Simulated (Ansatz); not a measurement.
Relaxed-ion elastic tensor of La (simple cubic, space group No. 221) in GPa (Voigt order), DFT-r²SCAN in the program Ansatz with PAW potentials; density 6.45 g/cm³, 35.77 Å³ per atom.

```tsv
	1	2	3	4	5	6
1	48.4	15.3	15.3	0.0	0.0	0.0
2	15.3	48.4	15.3	0.0	0.0	0.0
3	15.3	15.3	48.4	0.0	0.0	0.0
4	0.0	0.0	0.0	3.2	0.0	0.0
5	0.0	0.0	0.0	0.0	3.2	0.0
6	0.0	0.0	0.0	0.0	0.0	3.2
```

Task: Is the crystal mechanically stable?

Result: Yes: the smallest eigenvalue of C is 3.2 GPa.

Task: Work out the Voigt, Reuss and Hill averages.

Result: K_V = 26.3, K_R = 26.3, K_H = 26.3; G_V = 8.5, G_R = 4.7, G_H = 6.6 GPa.

Task: Give Young's modulus, Poisson's ratio, Pugh's ratio and the universal anisotropy index.

Result: E = 9KG/(3K + G) = 18.3 GPa; ν = 0.38; K/G = 3.98 (ductile by the Pugh limit of 1.75); A_U = 5G_V/G_R + K_V/K_R − 6 = 4.11.

Task: Estimate the sound speeds and the Debye temperature.

Result: v_l = √((K + 4G/3)/ρ) = 2330 m/s, v_t = √(G/ρ) = 1010 m/s, mean 1140 m/s; Θ = (h/k)(3n/4πV)^(1/3) v_m = 103 K.

Task: Give the Zener ratio and Young's modulus along [100], [110] and [111].

Result: A = 2C44/(C11 − C12) = 0.19; 1/E = S11 − 2(S11 − S12 − S44/2)Γ with Γ = 0, 1/4, 1/3 gives 41.1, 11.3, 9.1 GPa.

Task: Solve the Christoffel equation for the three sound speeds along [100], [110], [111].

Result: Eigenvalues of C_ijkl n_j n_l equal ρv². In km/s, slowest first: [100] 0.70, 0.70, 2.74; [110] 0.70, 1.60, 2.33; [111] 1.37, 1.37, 2.18.

Space group Pm-3m (simple cubic). A made-up cell: these elements were put on the sites of a structure type; neither database checked (COD, Materials Project) lists it. It is not the phase usual at ambient conditions (space group No. 194). The cell was relaxed with r²SCAN under the symmetry of its start. At this level the phase is dynamically unstable (imaginary phonons). As this level gives no gap, shear constants depend on the k-mesh and smearing (Fermi–Dirac, 0.1 eV here). Spin–orbit coupling is left out wherever it is not named.

Potentials: the later of the program's two PAW sets.
